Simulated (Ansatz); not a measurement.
Data:

TiAu4:
```cif
data_Au8Ti2
_chemical_formula_sum 'Ti2 Au8'
_space_group_name_H-M_alt 'I4/m'
_space_group_IT_number 87
_space_group_name_Hall '-I 4'
_cell_length_a 6.46495
_cell_length_b 6.46495
_cell_length_c 3.95318
_cell_angle_alpha 90.000
_cell_angle_beta 90.000
_cell_angle_gamma 90.000
loop_
_atom_site_label
_atom_site_type_symbol
_atom_site_symmetry_multiplicity
_atom_site_Wyckoff_symbol
_atom_site_fract_x
_atom_site_fract_y
_atom_site_fract_z
_atom_site_occupancy
Ti1 Ti 2 a 0.00000 0.00000 0.00000 1
Au1 Au 8 h 0.39466 0.20593 0.00000 1
```
(The calculation used a cell of 5 atoms; values per cell refer to that cell.)

This is the PBEsol-relaxed structure.

Problem. All from PBEsol (plane waves, PAW; program Ansatz), unless another level is named. Predict the bulk modulus (Birch–Murnaghan fit).

Solution. 177 GPa.

Problem. Predict the highest zone-centre frequency.

Solution. 208 cm⁻¹.

The first step of the workflow began from a Materials Project structure, measured or hypothetical; the Crystallography Open Database copy checked does not list it. With Ti and Au taken as one species the cell has the higher symmetry Fm-3m, so it may be an ordered model of a mixed-site phase. Whether it is the stable phase at ambient conditions was not checked. The PBEsol relaxation kept the symmetry of its start; whether a distortion lowers the energy is not shown. No spin polarisation was allowed. As this level gives no gap, phonon frequencies hold no LO–TO term and depend on the k-mesh and smearing (Fermi–Dirac, 0.1 eV here). Scalar-relativistic: spin–orbit coupling is off unless named, which matters more the heavier the elements.

Potentials: the later of the program's two PAW sets.
